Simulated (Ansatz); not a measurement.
Nb2O5:
Space group C2/c (No. 15); a = 12.787 Å, b = 4.886 Å, c = 5.552 Å, α = γ = 90.00°, β = 104.35°

```
atom  site  symmetry       x       y       z
----  ----  --------  ------  ------  ------
Nb      8f         1  0.3594  0.2586  0.2454
O       8f         1  0.2056  0.0704  0.1280
O       4e         2  0.0000  0.1058  0.7500
O       8f         1  0.3893  0.0520  0.5233
```
(The calculation used a cell of 14 atoms; values per cell refer to that cell.)

Relaxed with PBEsol. Plane-wave PAW PBEsol (Ansatz code) gives a gap of 2.60 eV.

Question: What gap does HSE06 give on the same cell (Ansatz, PAW)?

Answer: 4.04 eV, 1.44 eV more. The hybrid was solved on a coarser mesh and at special points; the gap given is the minimum over both.

Cost on shared cores: the PBEsol run (SCF on a 6×6×5 mesh, then bands and DOS) roughly 9 core-minutes, the HSE06 run (SCF on 4×4×3, then a few points) around 7 core-minutes (rough); the tasks are unlike.

The first step of the workflow began from a Materials Project structure, measured or hypothetical; the Crystallography Open Database files this formula in space group No. 15, but the cells were not matched. Whether it is the stable phase at ambient conditions was not checked. The cell was relaxed with PBEsol under the symmetry of its start; whether a distortion lowers the energy is not shown. No spin polarisation was allowed. Scalar-relativistic: spin–orbit coupling is off unless named, which matters more the heavier the elements.

Potentials: the later of the program's two PAW sets.
